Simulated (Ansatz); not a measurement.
Below is a relaxed structure of Al2GaP3. The cell was found from a structure generator's guess, not taken from experiment.

The calculation used DFT PBE, scalar-relativistic, plane waves, PAW in Ansatz 0.2.0. Cutoff 420 eV, Γ-centred mesh, Gaussian smearing, no spin polarisation.

```
Al Ga P
1.0
     6.73059    0.00000    0.00000
    -3.36529    5.82886    0.00000
     0.00000    0.00000    6.38872
Al Ga P
4 2 6
Direct
  0.00000 0.00000 0.00039
  0.66674 0.66674 0.49968
  0.33326 0.00000 0.49968
  0.00000 0.33326 0.49968
  0.33333 0.66667 0.00095
  0.66667 0.33333 0.00095
  0.33333 0.66667 0.37584
  0.00000 0.00000 0.37447
  0.66667 0.33333 0.37584
  0.66708 0.66708 0.87417
  0.33292 0.00000 0.87417
  0.00000 0.33292 0.87417
```

The zero of energy is the elements' standard structures at the same level; no fitted shifts are applied. The references include black phosphorus.

Question: What space group does it have?

Answer: P31m (No. 157), with Al and Ga ordered on wurtzite sites. Conventional cell: a = 6.731 Å, c = 6.389 Å. Around Al on a site of symmetry 3m lie 4 P at 2.38–2.39 Å; Al on a site of symmetry m has 4 P at 2.38–2.39 Å; Ga has 4 P at 2.39–2.40 Å; around P on a site of symmetry 3 lie 3 Al at 2.38 Å and 1 Ga at 2.40 Å; 2 more sites not described.

Question: How far does it lie from the elements in energy?

Answer: −0.558 eV/atom. A negative formation energy is needed for stability but isn't enough: competing phases decide.

Question: Is it a metal?

Answer: No, the gap on the 6×6×4 mesh is 1.71 eV.

The last run used a 6×6×4 mesh (in the run's order of axes) for its 12-atom cell and Gaussian smearing of 0.02 eV. Kohn–Sham gaps at this level usually fall short of measured ones. The reference form of P is held partly by dispersion forces, which this level lacks. Symmetry constrained the relaxation, so the result can be a saddle point.
